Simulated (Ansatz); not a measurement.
**What DFT gives for B4CCl6O**

```
B C O Cl
1.0
     5.65846    3.26692    2.56653
    -5.65846    3.26691    2.56653
     0.00000   -6.53383    2.56653
B C O Cl
4 1 1 6
Direct
  0.30110 0.30100 0.30110
  0.31830 0.31830 0.06710
  0.06710 0.31830 0.31830
  0.31830 0.06710 0.31830
  0.50470 0.50460 0.50470
  0.64840 0.64830 0.64840
  0.11824 0.11824 0.79823
  0.79823 0.11824 0.11824
  0.11824 0.79823 0.11824
  0.53730 0.53730 0.08060
  0.08060 0.53730 0.53730
  0.53730 0.08060 0.53730
```

The numbers come from plane-wave PAW DFT (Ansatz): r2SCAN, no spin polarisation, 500 eV, 4×4×4 Γ-centred k points, fermi-dirac occupations (width 0.1 eV). Nothing was relaxed.

- Formation energy: -0.79 eV an atom against the elements' usual phases (free molecules for gases, crystals otherwise, with no correction for O₂ or N₂), so it is bound against them; other compounds may still compete. Relaxing would lower it.
- Band edges: Within 0.7 eV of the edges, the states project mainly on Cl p (79 %) and B p (17 %) below the gap and on B p (36 %), C p (28 %) and O p (13 %) above it.
- Stress: The pressure is -1.1 GPa (compression positive), so with the atoms held at these fractions the cell would first shrink; the forces are large, so a full relaxation may end otherwise.
- Electronic structure: The gap is 4.55 eV, indirect (the least direct gap found is 4.62 eV). A semilocal functional usually gives too small a gap.

Origin: a database entry at a rescaled volume. Caveats: forces this large suggest misplaced atoms in the database entry; atoms or cell far from equilibrium.
